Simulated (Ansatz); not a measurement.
Structure: AlGa2N3, ordered on the rocksalt lattice (I4/mmm) with 6 atoms a cell, at its r2SCAN minimum. Space group I4/mmm (No. 139), tetragonal; a = 2.941 Å, c = 12.506 Å in the conventional setting, 9.01 Å³ an atom. Around Al lie 6 N at 2.05–2.08 Å; around N lie 1 Al at 2.05 Å and 5 Ga at 2.08–2.13 Å; around Ga lie 6 N at 2.07–2.13 Å; around N lie 2 Ga at 2.07 Å and 4 Al at 2.08 Å.

```xyz
6
Lattice="-1.4705 1.4705 6.2528 1.4705 -1.4705 6.2528 1.4705 1.4705 -6.2528" Properties=species:S:1:pos:R:3 pbc="T T T"
Al    0.0000    0.0000    0.0000
N     0.0000    0.0000   10.4576
Ga    0.0000    0.0000    4.1782
N     0.0000    0.0000    2.0479
Ga    0.0000    0.0000    8.3274
N     0.0000    0.0000    6.2528
```

The questions ask for values computed with the PAW code Ansatz on this geometry. All values are calculated for a non-magnetic cell, which may be hypothetical.

Given (12×12×12 mesh): The PBE gap is indirect, 1.40 eV (G–M (0.65 of the way from G) to X), below the direct gap of 2.47 eV at Γ–M (0.80 of the way from Γ).

(1) What does PBE+SOC give for the gap (12×12×12 mesh)?

(2) What does HSE06 give for the gap (8×8×8 mesh)?

(3) What does PBE0 give for the gap (8×8×8 mesh)?

(4) What are ε∞ and the Born charges with r2SCAN?

Answers

(1) The PBE+SOC gap is indirect, 1.39 eV (k = (0.323, -0.328, -0.497) to X), below the direct gap of 2.46 eV at Γ–M (0.80 of the way from Γ). The gap differs by 0.00 eV from PBE's.

(2) The HSE06 gap is indirect, 2.67 eV (k = (0.323, -0.328, -0.497) to X), below the direct gap of 3.84 eV at Γ–M (0.75 of the way from Γ). The gap differs by +1.28 eV from PBE's.

(3) PBE0 gives an indirect gap of 3.38 eV, from k = (0.323, -0.328, -0.497) to X; the least direct gap is 4.56 eV at Γ–M (0.75 of the way from Γ). The gap differs by +1.99 eV from PBE's.

(4) ε∞: 6.35 along x and y, 6.25 along z. Born charges, averaged over directions: Al +3.11, N -3.40 to -3.23, Ga +3.46 e. The program notes that the ground state's band table doesn't vouch for all the bands that the response reads.

Only the levels marked +SOC include spin-orbit coupling.

Where an edge lies off the special points, it is a point of the mesh or the k point where a search put PBE's edge or least direct gap, reused for the other functionals, whose own edges may lie a little apart.

Coordinates of k points refer to the reciprocal vectors of the primitive cell of the runs.
